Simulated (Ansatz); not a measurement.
LaB$_{6}$:
```xyz
7
Lattice="4.1522 0.0000 0.0000 0.0000 4.1522 0.0000 0.0000 0.0000 4.1522" Properties=species:S:1:pos:R:3 pbc="T T T"
La     0.0000     0.0000     0.0000
B      3.3217     2.0761     2.0761
B      0.8305     2.0761     2.0761
B      2.0761     3.3217     2.0761
B      2.0761     0.8305     2.0761
B      2.0761     2.0761     3.3217
B      2.0761     2.0761     0.8305
```

This is the r²SCAN-relaxed structure.

### Question
All from the program Ansatz at the r²SCAN level (PAW), unless another level is named. Give the Poisson's ratio.

### Answer
0.19.

### Question
Next, the highest zone-centre frequency?

### Answer
1258 cm⁻¹.

### Question
Give the elastic constants (relaxed ions, GPa).

### Answer
C11 = 493, C12 = 22.9, C44 = 97.9.

Space group Pm-3m. Symmetry was held in the r²SCAN relaxation; of distortions, only those at the zone centre were tested. As this level gives no gap, shear constants depend on the k-mesh and smearing (Fermi–Dirac, 0.1 eV here). As this level gives no gap, phonon frequencies hold no LO–TO term and depend on the k-mesh and smearing (Fermi–Dirac, 0.1 eV here). Spin–orbit coupling is left out wherever it is not named.

Potentials: the earlier of the program's two PAW sets.
